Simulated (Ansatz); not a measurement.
The start is a relaxed Ti cell displaced along its unstable phonon at q = (½, 0, 0) of its primitive reciprocal cell (75i cm⁻¹), largest move 0.15 Å. Cell shape, volume and atoms are optimised at zero target pressure with PBEsol (plane waves to 420 eV, PAW, scalar-relativistic; Ansatz, a program for electronic structure). The first steps use a coarse 7×14×12 k-mesh.

Starting cell:
```yaml
crystal:
  lattice:
    - [5.37919, 0.00000, 0.00000]
    - [-1.34480, 2.32926, 0.00000]
    - [0.00000, 0.00000, 2.69766]
  atoms:
    - { symbol: Ti, position: [0.00000, 0.00000, 0.05560] }
    - { symbol: Ti, position: [0.50000, 0.00000, 0.94440] }
```

Largest initial force: 0.20 eV/Å, on Ti1, Ti2 (atoms numbered as listed)
Relative to the parent: It does not go back: it reaches Fm-3m (No. 225), fcc (Cu type), 0.30 eV/atom below the parent
Shortest distances (start → end): The closest pairs of elements (up to four, under 3.6 Å), start → end: Ti–Ti 2.69 → 2.87 Å
Band gap at the end: zero (metallic)
Optimiser moves: 12

Final structure:

Space group Fm-3m (No. 225); a = 4.0561 Å, b = 4.0561 Å, c = 4.0561 Å, α = 90.00°, β = 90.00°, γ = 90.00°

```tsv
atom	site	symmetry	x	y	z
Ti	4a	m-3m	0.0000	0.0000	0.0000
```
(The calculation used a cell of 1 atom; values per cell refer to that cell.)

Final values are on a 20×20×20 k-mesh of the relaxed cell. No spin polarisation in the result.

The run could not lose the symmetry of its start, so the end can be a saddle point.

The relaxed structure here is a generated cell of Ti: the first start was made by placing the elements on the sites of a structure type, and the end was not matched to a known phase here, so it may be hypothetical. Known forms of Ti include space group No. 194.
